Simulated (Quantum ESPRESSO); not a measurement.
Al3Ti3ScMg, one composition in several site orders

Simulated, not a measurement. The program is pw.x of Quantum ESPRESSO 7.5 (plane-wave density functional theory). The cell is made up: eight metal atoms on a face-centred cubic lattice, with elements, volume, strain and displacements drawn at random and not relaxed, so it may be unstable or far from any real phase. PseudoDojo standard norm-conserving files set the functional (PBE unless stated); there is no spin polarisation or spin-orbit coupling, the Fermi-Dirac width of 0.25 eV means electrons at about 2900 K, and the masses in the input are unused placeholders. A spin test at this wide smearing found no moment, but such smearing suppresses magnetism that the real alloy may have.

The runs put one composition on the sites in different orders. Cell, positions, cutoff, mesh and smearing stay as in the input of run 1; sites are counted in its order. Stress in the tables is positive in tension.

Input of run 1:

```
&control calculation='scf', pseudo_dir='./dojo.nc.sr.pbe.v0_5.standard.upf', outdir='./o', disk_io='minimal', tprnfor=.true., tstress=.true. /
&system ibrav=0, nat=8, ntyp=4, nbnd=46, ecutwfc=84.00895049, nosym=.true., tot_charge=0,
 occupations='smearing', smearing='fd', degauss=0.0183746611
/
&electrons conv_thr=1.470e-08, electron_maxstep=70, mixing_beta=0.5 /
ATOMIC_SPECIES
Al 1.0 Al.upf
Mg 1.0 Mg.upf
Sc 1.0 Sc.upf
Ti 1.0 Ti.upf
CELL_PARAMETERS angstrom
-4.2063 0.044 0.017
-2.0507 -4.2411 -2.0931
-2.0847 -4.1903 6.2116
ATOMIC_POSITIONS angstrom
Al -0.0231 -0.0032 -0.0439
Ti -1.9924 -4.1746 2.1721
Al -2.0629 -2.1694 -0.008
Ti -4.0899 -6.3218 2.15
Al -4.2678 -4.1576 4.1845
Ti -4.2499 -4.2313 -0.1166
Sc -4.3285 -2.0049 2.0271
Mg -6.3188 -6.3065 4.1179
K_POINTS automatic
6 5 3 1 1 1
```

| run | elements on sites 1 to 8 | free energy less that of run 1 (eV) | -TS (eV) | pressure (GPa) | stress xx (GPa) | stress yy (GPa) | stress zz (GPa) | stress yz (GPa) | stress xz (GPa) | stress xy (GPa) | iterations |
| --- | --- | --- | --- | --- | --- | --- | --- | --- | --- | --- | --- |
| 1 | Al Ti Al Ti Al Ti Sc Mg | 0.000 | -1.687 | -1.20 | 1.97 | -0.13 | 1.75 | 0.27 | -1.53 | -1.35 | 18 |
| 2 | Mg Ti Ti Al Al Sc Ti Al | 0.131 | -1.638 | -1.02 | 2.10 | -0.65 | 1.61 | -1.04 | -0.56 | -0.82 | 16 |
| 3 | Sc Al Al Ti Ti Al Ti Mg | 0.341 | -1.856 | -0.73 | 2.01 | 1.71 | -1.52 | -0.13 | -1.52 | -1.77 | 15 |
| 4 | Ti Al Ti Sc Al Mg Al Ti | -0.408 | -1.658 | -1.22 | 1.96 | 1.15 | 0.55 | -0.46 | -0.91 | -0.25 | 16 |
| 5 | Al Ti Ti Ti Al Al Sc Mg | -0.589 | -1.698 | -2.07 | 2.50 | 2.33 | 1.36 | 0.72 | -1.12 | -1.52 | 16 |
| 6 | Ti Al Mg Ti Ti Al Sc Al | -0.283 | -1.781 | -1.29 | 2.17 | 2.55 | -0.85 | 1.01 | -1.80 | -1.83 | 16 |

Forces Fx Fy Fz (eV/Å):

| site | run 1 | run 2 | run 3 | run 4 | run 5 | run 6 |
| --- | --- | --- | --- | --- | --- | --- |
| 1 | -0.25 0.04 0.09 | -0.29 -0.18 -0.60 | -0.35 -0.30 0.41 | -0.27 -0.47 0.06 | -0.15 -0.07 -0.04 | -0.13 0.58 -0.68 |
| 2 | -0.73 -0.02 -0.48 | -0.80 0.18 0.15 | -0.59 -0.02 -0.30 | -0.37 -0.10 -0.31 | -0.77 -0.18 -0.45 | -0.72 -0.53 0.19 |
| 3 | -0.53 -0.19 -0.08 | -0.45 -0.20 -0.19 | -0.47 0.11 0.26 | -0.48 0.42 -0.17 | -0.54 -0.16 -0.42 | -0.64 -0.05 -0.61 |
| 4 | -0.75 0.47 -0.28 | -0.36 0.49 -0.66 | -0.57 0.69 -1.63 | -0.75 0.15 -0.83 | -0.75 0.42 -0.36 | -0.67 0.36 -0.30 |
| 5 | 0.54 0.12 -0.21 | 0.47 -0.08 -0.40 | 0.64 0.05 -0.73 | 0.51 -0.35 0.39 | 0.54 -0.02 -0.18 | 0.55 -0.29 0.30 |
| 6 | 0.25 -0.24 0.40 | 0.49 -0.12 0.91 | 0.31 -0.23 0.91 | 0.31 0.13 0.50 | 0.22 0.07 0.70 | 0.24 -0.05 0.16 |
| 7 | 1.04 -0.38 0.19 | 0.66 -0.58 0.81 | 0.58 -0.56 0.81 | 0.64 -0.31 -0.02 | 1.02 -0.09 0.34 | 0.98 -0.22 0.96 |
| 8 | 0.43 0.20 0.36 | 0.28 0.49 -0.02 | 0.45 0.27 0.27 | 0.42 0.52 0.38 | 0.43 0.03 0.41 | 0.39 0.19 -0.02 |

The sites are displaced and not relaxed, so the energy differences mix bonding between neighbours with strain and are not ordering energies. A rerun of one cell of this series at a higher cutoff and on a denser mesh moved values by no more than 0.002 eV in energy, 0.03 GPa in stress and 0.008 eV/Å in force, and a second program with other atomic files agreed on that cell to 2 % rms in force and 0.5 GPa in pressure.